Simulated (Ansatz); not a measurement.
Na₂CO₃:
```cif
data_C2Na4O6
_chemical_formula_sum 'Na4 C2 O6'
_space_group_name_H-M_alt 'P 1'
_space_group_IT_number 1
_cell_length_a 5.13482
_cell_length_b 5.13482
_cell_length_c 5.95118
_cell_angle_alpha 78.808
_cell_angle_beta 101.192
_cell_angle_gamma 118.177
loop_
_space_group_symop_operation_xyz
  'x, y, z'
loop_
_atom_site_label
_atom_site_type_symbol
_atom_site_fract_x
_atom_site_fract_y
_atom_site_fract_z
_atom_site_occupancy
Na1 Na 0.66889 0.33111 0.74016 1
Na2 Na 0.33111 0.66889 0.25984 1
Na3 Na 0.00000 0.00000 0.00000 1
Na4 Na 0.00000 0.00000 0.50000 1
C1 C 0.33620 0.66380 0.75061 1
C2 C 0.66380 0.33620 0.24939 1
O1 O 0.21263 0.78737 0.83147 1
O2 O 0.78737 0.21263 0.16853 1
O3 O 0.81240 0.60915 0.29125 1
O4 O 0.18760 0.39085 0.70875 1
O5 O 0.60915 0.81240 0.70875 1
O6 O 0.39085 0.18760 0.29125 1
```

Relaxed with r²SCAN.

**Question.** Tabulate the valence density and the electron localisation function along the shortest Na–O contact (2.28 Å), the program Ansatz at the r²SCAN level (PAW).

**Answer.** 

| distance from Na (Å) | density (e/Å³) | ELF |
|---|---|---|
| 0.23 | 16.24 | 0.33 |
| 0.34 | 11.46 | 0.48 |
| 0.46 | 6.52 | 0.59 |
| 0.57 | 2.82 | 0.61 |
| 0.68 | 0.96 | 0.51 |
| 0.80 | 0.36 | 0.23 |
| 0.91 | 0.20 | 0.04 |
| 1.02 | 0.14 | 0.02 |
| 1.14 | 0.17 | 0.07 |
| 1.25 | 0.25 | 0.33 |
| 1.37 | 0.41 | 0.65 |
| 1.48 | 0.70 | 0.78 |
| 1.59 | 1.22 | 0.82 |
| 1.71 | 2.16 | 0.83 |
| 1.82 | 3.56 | 0.80 |
| 1.93 | 5.15 | 0.72 |
| 2.05 | 6.57 | 0.55 |

The density is the valence pseudo-density with augmentation charge, so density and ELF within about 1 Å of a nucleus are not all-electron values.

Space group C2/m. The first step of the workflow began from a Materials Project structure, measured or hypothetical; the Crystallography Open Database files this formula in space group No. 12, but the cells were not matched. Whether it is the stable phase at ambient conditions was not checked. The cell was relaxed with r²SCAN under the symmetry of its start; its stability against distortions is not shown here.

Potentials: the later of the program's two PAW sets.
